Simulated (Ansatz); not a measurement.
Zr3Ag (Cu3Au type, Pm-3m), a = b = c = 4.399 Å, α = β = γ = 90.00°.

Relaxed with r²SCAN.

**Question.** Which orbitals make up the states near the Fermi level in the program Ansatz at the r²SCAN level (PAW)?

**Answer.** Within 0.5 eV of the Fermi level: Zr 4d 82 %, outside the projected shells 8 %. Projections are on Löwdin-orthogonalised atomic valence shells; empty p or d shells of many metals are not among them.

**Question.** Tabulate the density of states.

**Answer.** States/eV per cell of 4 atoms, in 0.25 eV bins, energy from the Fermi level.

```csv
E (eV),total,Zr 4d,Ag 4d,Zr 5s
-6.50,0.00,0.00,0.00,0.00
-6.25,0.11,0.00,0.00,0.07
-6.00,0.22,0.00,0.00,0.14
-5.75,0.33,0.01,0.01,0.20
-5.50,0.68,0.04,0.20,0.28
-5.25,7.08,0.66,5.51,0.61
-5.00,24.12,1.44,21.62,0.70
-4.75,9.06,0.24,8.45,0.20
-4.50,0.94,0.05,0.50,0.23
-4.25,0.86,0.12,0.21,0.29
-4.00,1.44,0.40,0.21,0.35
-3.75,2.40,0.78,0.25,0.41
-3.50,0.97,0.42,0.04,0.17
-3.25,0.76,0.42,0.02,0.20
-3.00,1.40,0.79,0.05,0.40
-2.75,2.73,1.61,0.07,0.75
-2.50,1.67,0.86,0.05,0.60
-2.25,0.77,0.36,0.04,0.32
-2.00,1.53,1.00,0.07,0.39
-1.75,3.48,2.34,0.16,0.77
-1.50,2.63,1.87,0.15,0.44
-1.25,4.77,3.94,0.15,0.42
-1.00,4.97,4.17,0.21,0.35
-0.75,5.05,4.47,0.19,0.13
-0.50,5.21,4.49,0.17,0.19
-0.25,5.37,4.54,0.21,0.22
0.00,6.18,5.05,0.15,0.33
0.25,3.76,2.94,0.08,0.25
0.50,2.54,2.09,0.06,0.13
0.75,4.67,4.18,0.08,0.16
1.00,6.25,5.64,0.09,0.16
1.25,2.76,2.38,0.05,0.11
1.50,2.49,2.07,0.04,0.14
1.75,2.66,2.05,0.04,0.28
2.00,1.15,0.89,0.01,0.10
2.25,1.68,1.40,0.02,0.11
2.50,3.16,2.79,0.05,0.16
2.75,3.19,2.90,0.05,0.11
3.00,3.85,3.52,0.06,0.10
```

The workflow started from an entry of the Crystallography Open Database (COD); the relaxed space group is not among those it files for this formula. COD files the formula under space group No. 123, so this cell is another polymorph or a model. Its standing as an ambient phase is unchecked. Symmetry was held in the r²SCAN relaxation; its stability against distortions is not shown here. The run is not spin-polarised. Spin–orbit coupling is left out wherever it is not named.

Potentials: the later of the program's two PAW sets.
